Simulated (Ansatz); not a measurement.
A 3-atom cell of SnSe2 (P-3m1) from a materials database was put through Ansatz (plane waves). The cell was relaxed beforehand with r2SCAN+rVV10.

The cell given to it:
```
CELL_PARAMETERS angstrom
3.82515 0.00000 0.00000
-1.91258 3.31268 0.00000
0.00000 0.00000 6.22691
ATOMIC_POSITIONS crystal
Sn 0.00000 0.00000 0.00000
Se 0.66667 0.33333 0.74692
Se 0.33333 0.66667 0.25308
```

The output, standing remarks left out:
```
Functional definition: PBE
Crystal: 3 atoms, lattice volume = 78.904 Å³
Basis set: ecut = 1170.089609 eV, 7223 PW (Γ)
Bands: 28, of which v1, the nominal top of the filled ones, is band 23 counted from 1 (22 counted from 0)
Symmetry: 12 space group operations
Space group: P-3m1 (ITA 164)
k-points: 24 of 144
preconditioner: auto → Resta (q_TF=auto, 2.494 Å⁻¹)  ε∞=3.9  [insulator: Δε(μ)=0.577 eV  ℏωp=16.7 eV]
SCF 1 converged in 8 iterations: F = -8806.927170 eV  dr2 = 1.57e-8
SCF converged after 8 iterations
Free energy (F): -8806.927170 eV
Fermi energy:    8.158288 eV
--- Per-component energies (eV) ---
  E_band       = -852.764909
  E_kinetic    = 5626.629813
  E_local      = -6808.534563
  E_nonlocal   = -3649.098888
  E_hartree    = 2630.786949
  E_xc         = -1976.226281
  E_vxc        = -1283.334538
  E_ewald      = -4630.484201
--- G₀W₀: contour deformation, 8 samples at zero and on the imaginary axis and 2 off it, 144 q-points, 584 empty bands' worth ---
    ik  band        ε_KS         Σx   Σc(E_QP)       V_xc       Z   E_QP_lin       E_QP  E_QP is
     0    22      7.9121   -17.5002     1.4495   -15.4389  0.7238     7.2849     7.3003  root
     0    23      8.0959   -17.6910     1.5600   -15.4664  0.7306     7.4155     7.4313  root
     0    24      9.2051   -11.7862    -3.2976   -15.0312  0.7719     9.1526     9.1525  root
     0    25     11.2764    -8.1424    -4.1475   -12.2723  0.7766    11.2588    11.2588  root
     1    22      7.9999   -17.5360     1.3891   -15.5314  0.7269     7.3697     7.3845  root
     1    23      7.9999   -17.5360     1.3891   -15.5314  0.7269     7.3697     7.3845  root
     1    24     10.0903   -12.3033    -3.4322   -15.6819  0.7575    10.0367    10.0367  root
     1    25     11.2612    -8.3648    -4.1635   -12.5174  0.7755    11.2503    11.2503  root
     2    22      8.0703   -17.5821     1.3486   -15.6168  0.7286     7.4399     7.4538  root
     2    23      8.0703   -17.5821     1.3486   -15.6168  0.7286     7.4399     7.4538  root
     2    24     10.6454   -12.1743    -3.8174   -15.9882  0.7431    10.6419    10.6419  root
     2    25     11.1896    -8.4327    -4.1626   -12.5855  0.7776    11.1798    11.1798  root
     3    22      8.1177   -17.5823     1.5447   -15.3749  0.7297     7.4394     7.4551  root
     3    23      8.1583   -17.6190     1.3634   -15.6259  0.7301     7.5153     7.5286  root
     3    24     10.4166   -12.3038    -3.6559   -15.9396  0.7375    10.3966    10.3966  root
     3    25     11.9239    -8.3110    -4.2952   -12.5946  0.7722    11.9123    11.9123  root
     4    22      7.3792   -17.2783     1.8142   -14.8112  0.7125     6.7068     6.7264  root
     4    23      7.9853   -17.4979     1.4696   -15.3994  0.7259     7.3412     7.3563  root
     4    24     10.2084   -11.6845    -3.5874   -15.2447  0.7459    10.1812    10.1812  root
     4    25     12.3702    -8.8006    -4.4381   -13.2513  0.7674    12.3829    12.3828  root
     5    22      7.0603   -16.8970     1.8011   -14.4793  0.7042     6.4241     6.4438  root
     5    23      7.9811   -17.4186     1.4390   -15.3544  0.7259     7.3407     7.3558  root
     5    24     10.3604   -11.4358    -3.7247   -15.1455  0.7422    10.3454    10.3454  root
     5    25     12.3669    -9.1961    -4.4518   -13.6664  0.7695    12.3854    12.3854  root
     6    22      7.7715   -17.2293     1.6392   -14.9341  0.7233     7.0965     7.1155  root
     6    23      8.1575   -17.5593     1.3387   -15.5935  0.7302     7.5171     7.5304  root
     6    24     10.6167   -11.9713    -3.8320   -15.7976  0.7345    10.6111    10.6111  root
     6    25     11.9716    -8.8907    -4.2963   -13.1822  0.7727    11.9669    11.9669  root
     7    22      7.6139   -16.8964     1.6526   -14.6021  0.7187     6.9519     6.9722  root
     7    23      8.0397   -17.5705     1.4251   -15.5085  0.7276     7.3874     7.4028  root
     7    24      9.7003   -11.1072    -3.4934   -14.5399  0.7508     9.6396     9.6395  root
     7    25     12.1338    -8.3853    -4.3078   -12.6876  0.7728    12.1282    12.1282  root
     8    22      7.2275   -17.0160     1.8905   -14.4818  0.7081     6.5604     6.5838  root
     8    23      7.8288   -17.4172     1.5522   -15.2298  0.7220     7.1756     7.1936  root
     8    24      9.2063   -10.8825    -3.2958   -14.1110  0.7577     9.1392     9.1391  root
     8    25     12.5245    -8.1972    -4.3876   -12.5747  0.7682    12.5144    12.5144  root
  […]
```

The points are ik 0 = (0, 0, 0) (Γ), ik 1 = (0, 0, 1/4), ik 2 = (0, 0, -1/2), ik 3 = (0, 1/6, 0), ik 4 = (0, 1/6, 1/4), ik 5 = (0, 1/6, -1/2), ik 6 = (0, 1/6, -1/4), ik 7 = (0, 1/3, 0), ik 8 = (0, 1/3, 1/4), ik 9 = (0, 1/3, -1/2), ik 10 = (0, 1/3, -1/4), ik 11 = (0, -1/2, 0); band 23 is the last filled one.

Question: Write the input file that gave this output.

Answer:
```yaml
crystal:
  # lattice and atoms as above
kpoints:
  mp_grid: { grid: [6, 6, 4] }
hamiltonian:
  xc: pbe
  pseudopotentials: { kind: nc }
scf:
  occupations: { method: fixed }
gw:
  n_empty_bands: 584
  ecut_chi: 220
  qp_bands: [v2, c2]
  qp_kpoints: band_edges
  screening: { model: contour_deformation }
```
The quasiparticle table needs the gw block. Not every key shows in the log; this is the file that was used.

It took 5.5 min on 1 × NVIDIA H100 80GB HBM3 with 4 threads of AMD EPYC 7R13 Processor (Zen 3), on a shared host, load about 2.3 per core; peak host memory 4.7 GiB.

Calculated for a static, non-magnetic cell.

Spin-orbit coupling is left out, which matters wherever the heavy atoms make up the band edges.

For so narrow a gap this mesh doesn't settle the screening, and the bands and cutoff are finite.
